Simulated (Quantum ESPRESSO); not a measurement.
## Al8P6CSe (convergence and cost over cutoff and k mesh)

Computed values, not a measurement. The program is pw.x of Quantum ESPRESSO 7.5 (plane-wave density functional theory). The cell is made up: 16 atoms on a doubled zincblende/diamond lattice, with randomly drawn elements, strain and displacements, not relaxed. PseudoDojo standard norm-conserving files (v0.5 for PBE, v0.4.1 for LDA and PBEsol) set the functional; there is no spin polarisation, spin-orbit coupling or dispersion term, and the masses in the input are unused placeholders.

Input of the run in row 4:

```
&control calculation='scf', pseudo_dir='./dojo.nc.sr.pbe.v0_5.standard.upf', outdir='./o', disk_io='low', tprnfor=.true., tstress=.true. /
&system ibrav=0, nat=16, ntyp=4, nbnd=43, ecutwfc=85.99341389, nosym=.true., tot_charge=0,
 occupations='smearing', smearing='fd', degauss=0.0018374661
/
&electrons conv_thr=7.350e-09, electron_maxstep=60, /
ATOMIC_SPECIES
Al 1.0 Al.upf
C 1.0 C.upf
P 1.0 P.upf
Se 1.0 Se.upf
CELL_PARAMETERS angstrom
5.6412 0.0003 -0.0353
0.0003 5.5773 0.0475
-0.0707 0.095 11.0761
ATOMIC_POSITIONS angstrom
Al -0.0029 0.0373 -0.0028
Al 0.0948 2.924 2.7026
Al 2.6692 0.1006 2.7722
Al 2.7428 2.6922 0.1083
Al -0.123 0.0587 5.5674
Al -0.131 2.8388 8.2857
Al 2.771 0.0379 8.295
Al 2.7095 2.8375 5.4764
P 1.4212 1.3903 1.4338
P 1.4322 4.2053 4.2414
P 4.1654 1.4705 4.1434
P 4.26 4.2504 1.4068
P 1.4178 1.4532 6.8917
C 1.3196 4.3794 9.7377
P 4.0362 1.5359 9.6474
Se 4.1478 4.3004 6.8681
K_POINTS automatic
4 4 2 1 1 1
```

The same cell was run at these settings. Meshes are shifted by half a step, and differences are from the last row, which is itself not exact.

| cutoff (eV) | k mesh | k points solved | threshold (eV) | free energy less the last row's (eV) | pressure (GPa) | largest stress difference (GPa) | largest force difference (eV/Å) | iterations | wall time (s) | k-point pools | processor |
| --- | --- | --- | --- | --- | --- | --- | --- | --- | --- | --- | --- |
| 819 | 2 x 2 x 2 | 4 | 1e-04 | 1.578 | -10.05 | 6.64 | 0.019 | 11 | 35 | 4 | Intel Xeon, 2023 or later |
| 1170 | 2 x 2 x 2 | 4 | 1e-07 | 0.188 | -3.87 | 0.50 | 0.019 | 15 | 83 | 4 | Intel Xeon, 2023 or later |
| 588 | 4 x 4 x 2 | 16 | 1e-07 | 37.744 | -80.24 | 76.37 | 0.059 | 16 | 65 | 4 | Intel Xeon, 2023 or later |
| 1170 | 4 x 4 x 2 | 16 | 1e-07 | 0.012 | -3.95 | 0.00 | 0.004 | 16 | 220 | 4 | Intel Xeon, 2023 or later |
| 1467 | 6 x 6 x 4 | 72 | 1e-07 | 0.000 | -3.95 | 0.00 | 0.000 | 16 | 1087 | 4 | Intel Xeon, 2023 or later |

Each pool is one process. Wall times include start-up and a band step at six k points, which weighs most on the coarsest meshes. The runs were on shared virtual cores whose load varied, so times are rough.